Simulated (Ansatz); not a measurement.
Tl(CuS)₂ (space group I4/mmm)

```
CELL_PARAMETERS angstrom
     -1.84926     1.84926     6.68817
      1.84926    -1.84926     6.68817
      1.84926     1.84926    -6.68817
ATOMIC_POSITIONS crystal
  Tl 0.00000 0.00000 0.00000
  Cu 0.75000 0.25000 0.50000
  Cu 0.25000 0.75000 0.50000
  S  0.64544 0.64544 0.00000
  S  0.35456 0.35456 0.00000
```

This relaxed cell (volume V₀) is scaled evenly in all directions, its shape held. The atoms relax within the cell's symmetry.

Computed with PBEsol (plane waves to 420 eV, PAW, scalar-relativistic; Ansatz, an electronic-structure program). k mesh 18×18×18 (Γ-centred), Fermi-Dirac smearing 0.05 eV. Stress and pressure are positive under compression. Spin-orbit coupling is left out, though Tl is heavy. Tl(CuS)2 is run without spin polarisation. Tl(CuS)2 was relaxed with its symmetry unable to fall.

At one point of the scan the stress tensor (GPa) is:

```
   -1.2      0.0      0.0
    0.0     -1.2      0.0
    0.0      0.0     -1.0
```

### Question
Which point is it?
A) V/V₀ = 1.024
B) V/V₀ = 1.060
C) V/V₀ = 1.036
D) V/V₀ = 1.012

### Answer
A, V/V₀ = 1.024

(A scan under strain: stresses follow from slopes of the energy per volume, elastic moduli from its curvatures.)
